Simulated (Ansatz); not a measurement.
A relaxed cell of CoSi6Ru5 is given with its symmetry left out. The cell was found from a structure generator's guess, not taken from experiment.

Level of theory: DFT PBE, scalar-relativistic, plane waves, PAW in Ansatz 0.2.0. Cutoff 420 eV, Γ-centred mesh, Gaussian smearing, collinear spin.

```
Co Si Ru
1.0
     4.13622    0.00000    0.00000
     0.00000    4.13622    0.00000
     0.00000    0.00000    8.72503
Co Si Ru
1 6 5
Direct
  0.50000 0.50000 0.00000
  0.00000 0.50000 0.83729
  0.00000 0.50000 0.16271
  0.00000 0.50000 0.50000
  0.50000 0.00000 0.83729
  0.50000 0.00000 0.16271
  0.50000 0.00000 0.50000
  0.00000 0.00000 0.66864
  0.00000 0.00000 0.33136
  0.50000 0.50000 0.66984
  0.50000 0.50000 0.33016
  0.00000 0.00000 0.00000
```

Formation energies are uncorrected and refer to the elements' standard structures at the same level.

(1) Find its symmetry and describe it.

(2) What is its formation energy per atom?

(3) Is it a metal?

(4) Which magnetic moments does it keep?

## Answers

(1) P4/mmm (No. 123). Conventional cell: a = 4.136 Å, c = 8.725 Å. Co has 8 Si at 2.51 Å and 6 Ru at 2.88–2.92 Å; around Si on a site of symmetry 2mm lie 2 Co at 2.51 Å, 6 Ru at 2.51–2.54 Å and 6 Si at 2.84–2.94 Å; Si on a site of symmetry mmm has 8 Ru at 2.54 Å and 6 Si at 2.92–2.94 Å; around Ru on a site of symmetry 4mm lie 8 Si at 2.54 Å and 6 Ru at 2.89–2.94 Å; 2 more sites not described.

(2) −0.55 eV/atom. A negative formation energy is needed for stability but isn't enough: competing phases decide.

(3) Yes, bands cross the Fermi level on the 10×10×6 mesh.

(4) 0.06 μB per atom net, the space between the atoms included; by site: Co 0.6; Ru 0.2 μB.

The last run used collinear spin, a 10×10×6 mesh (in the run's order of axes) for its 12-atom cell and Gaussian smearing of 0.10 eV. Another magnetic order may lie lower. A later test with randomly moved atoms came back to the same energy, though modes that don't fit the test's cell weren't probed.
